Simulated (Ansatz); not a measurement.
An Ansatz input:

```yaml
crystal:
  lattice:
    - [4.79476511, 0.0, 0.0]
    - [-2.397382555, 4.1523883905, 0.0]
    - [0.0, 0.0, 2.7091064684]
  atoms:
    - { symbol: Ge, position: [1.0, 0.0, 1.0] }
    - { symbol: Ge, position: [0.3333333333, 0.6666666667, 0.5] }
    - { symbol: Ge, position: [0.6666666667, 0.3333333333, 0.5] }
hamiltonian:
  xc: lda
  pseudopotentials:
    kind: paw
    azcp:
      Ge: "pseudopotentials/Ge.paw.azcp"
basis:
  ecutwfc: 420
  fft_grid_basis: typed
kpoints:
  mp_grid: { grid: [10, 10, 15], shift: [0, 0, 0] }
magnetization:
  spin_polarized: false
scf:
  occupations: { method: fermi_dirac, width: 0.1 }
```

Output

```
Warning: the record states the generating functional pbe (its physics header spells it `PBE`), which answers neither for hamiltonian.xc's functional nor for the lda family's — results may be inconsistent (PPs are generated against a specific XC)
Engine: ansatz 0.2.0, aarch64-unknown-linux-gnu
Pseudopotentials: kind: paw
Pseudopotential: Ge, paw, valence charge 14, recommended cutoff 420 eV (normal) 
Functional definition: SPW92
  exchange = slater_x
  correlation = pw_c
Crystal: 3 atoms, lattice volume = 53.938 Å³
Basis set: ecut = 420 eV, 1041 PW (Γ)
Bands: 25, of which v1, the nominal top of the filled ones, is band 21 counted from 1 (20 counted from 0)
Symmetry: 24 space group operations
Space group: P6/mmm (ITA 191), of the structure as read, at distance tolerance 3.8e-5 Å
k-points: 112 of 1500
Non-local potential: Ge, projectors of the file, l = 0: 2, l = 1: 2, l = 2: 3, l = 3: 1
PAW form: soft (Blöchl's): semilocal exchange-correlation on the pseudo side does not see the compensation charge
PAW frozen core: Ge, regenerated for the run's functional, and the local potential with it (the file was generated under x = pbe(κ = 0.804, μ = 0.2195149727645171), c = pbe(β = 0.06672455060314922))
PAW one-centre angular grid: Ge, 590 points (default); XC on 64 Gauss nodes
Initial density: superposition of atomic densities (neutral atoms: chi_scale 0, normalization atom), corrected by the library's trained network
Initial wavefunctions: pseudopotential atomic-orbital guess
Functional: x = slater, c = lda
SCF iter   1: F=—  HF=-12646.272762 eV  |F-HF|=—  |Δ(HF+E_count)|=         —  Δρ=5.36e-3  dr2=8.57e-3  ethr=1.77e-3  ⟨swp⟩=5.5  Hψ=23026  notcnv=0  defer=61
automatic band count: the SCF goes on with 29 bands, as 25 were too few: the levels above may hold too much charge
SCF iter   2: F=—  HF=-12646.268986 eV  |F-HF|=—  |Δ(HF+E_count)|=   3.78e-3  Δρ=2.99e-3  dr2=4.03e-3  ethr=2.04e-5  ⟨swp⟩=2.8  Hψ=6254  notcnv=0  defer=84
SCF iter   3: F=—  HF=-12646.267649 eV  |F-HF|=—  |Δ(HF+E_count)|=   1.34e-3  Δρ=7.87e-4  dr2=1.28e-4  ethr=9.59e-6  ⟨swp⟩=2.0  Hψ=3819  notcnv=0  defer=84
SCF iter   4: F=—  HF=-12646.267504 eV  |F-HF|=—  |Δ(HF+E_count)|=   1.45e-4  Δρ=1.02e-4  dr2=2.75e-6  ethr=3.04e-7  ⟨swp⟩=2.0  Hψ=5129  notcnv=0  defer=84
SCF iter   5: F=—  HF=-12646.267502 eV  |F-HF|=—  |Δ(HF+E_count)|=   1.58e-6  Δρ=2.47e-5  dr2=1.72e-7  ethr=6.55e-9  ⟨swp⟩=2.0  Hψ=5476  notcnv=0  defer=84
SCF iter   6: F=-12646.267502 eV  HF=-12646.267502 eV  |F-HF|=2.63e-8  |Δ(HF+E_count)|=   1.57e-7  Δρ=8.97e-6  dr2=2.02e-8  ethr=2.38e-10  ⟨swp⟩=2.1  Hψ=6088  notcnv=0
SCF 1 converged in 6 iterations: F = -12646.267502 eV  dr2 = 2.02e-8
SCF converged after 6 iterations
Free energy (F): -12646.267502 eV
Harris-Foulkes:  -12646.267502 eV  (|F-HF|=2.63e-8)
Internal energy: -12646.220912 eV  (E = F + TS)
E sigma→0 (E₀):  -12646.244207 eV
Entropy (-TS):   -0.046590 eV (-15.530 meV/atom)
Fermi energy:    11.483611 eV
--- Per-component energies (eV) ---
  E_band       = -326.707434
  E_kinetic    = 334.920554
  E_local      = -6297.904911  (includes V_loc(G=0)·N_el)
  E_nonlocal   = 1254.965131
  E_hartree    = 2754.879183
  E_xc         = -227.353993
  E_vxc        = -197.294886  (∫ρ·V_xc dr)
  E_paw        = -5813.197734  (= ΣΔE_a)
  E_vpaw       = -931.165173  (= ΣTr[D̂ρ^β])
  E_aug_tail   = 0.000887  (compensation charges beyond the density's cutoff)
  E_ewald      = -4658.255006
  E_core_change = 5.724979  (= ΣΔE_core)
  E_smearing   = -0.046590  (= −TS)
  E_closure    = 0.000000  (closes the sum)
  Σ components = -12646.267502   (vs F -12646.267502, Δ=0.00e0)
```
